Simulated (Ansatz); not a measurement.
BAs:
```yaml
crystal:
  lattice:
    - [5.92213, 0.00000, 0.00000]
    - [0.00000, 5.92213, 0.00000]
    - [0.00000, 0.00000, 5.92213]
  atoms:
    - { symbol: B, position: [0.25000, 0.00000, 0.50000] }
    - { symbol: B, position: [0.50000, 0.25000, 0.00000] }
    - { symbol: B, position: [0.50000, 0.75000, 0.00000] }
    - { symbol: B, position: [0.75000, 0.00000, 0.50000] }
    - { symbol: B, position: [0.00000, 0.50000, 0.75000] }
    - { symbol: B, position: [0.00000, 0.50000, 0.25000] }
    - { symbol: As, position: [0.25000, 0.50000, 0.00000] }
    - { symbol: As, position: [0.00000, 0.25000, 0.50000] }
    - { symbol: As, position: [0.00000, 0.75000, 0.50000] }
    - { symbol: As, position: [0.75000, 0.50000, 0.00000] }
    - { symbol: As, position: [0.50000, 0.00000, 0.75000] }
    - { symbol: As, position: [0.50000, 0.00000, 0.25000] }
```

DFT-PBE in the program Ansatz with PAW potentials gives a gap of 0.57 eV without spin–orbit coupling, maximum at Γ, minimum on the Γ–X line, 83 % of the way from Γ.

Q: What happens when spin–orbit coupling is switched on?

A: The gap falls by 0.05 eV, to 0.52 eV; maximum at Γ, minimum on the Γ–X line, 83 % of the way from Γ.

Q: How large is the spin–orbit splitting of the valence top at Γ?

A: The fourfold level lies 0.18 eV above the split-off pair.

Q: Give the electron effective mass with spin–orbit coupling.

A: 0.34, 0.34, 0.67 mₑ (principal values).

Q: Give the hole effective mass with spin–orbit coupling, band 1 of 2 at the edge.

A: 1.2 along [100], 0.64 along [110], 0.52 along [111] (mₑ).

Q: Give the hole effective mass with spin–orbit coupling, band 2 of 2 at the edge.

A: 0.20 along [100], 0.23 along [110], 0.25 along [111] (mₑ).

Space group Pm-3n. The start of the workflow was typed in or built on a structure type; neither database checked (COD, Materials Project) lists it. It is not the phase usual at ambient conditions (space group No. 216). Symmetry was held in the PBE relaxation; its stability against distortions is not shown here. Its formation energy is positive at this level, so the cell may be metastable or incomplete.

Potentials: the earlier of the program's two PAW sets.
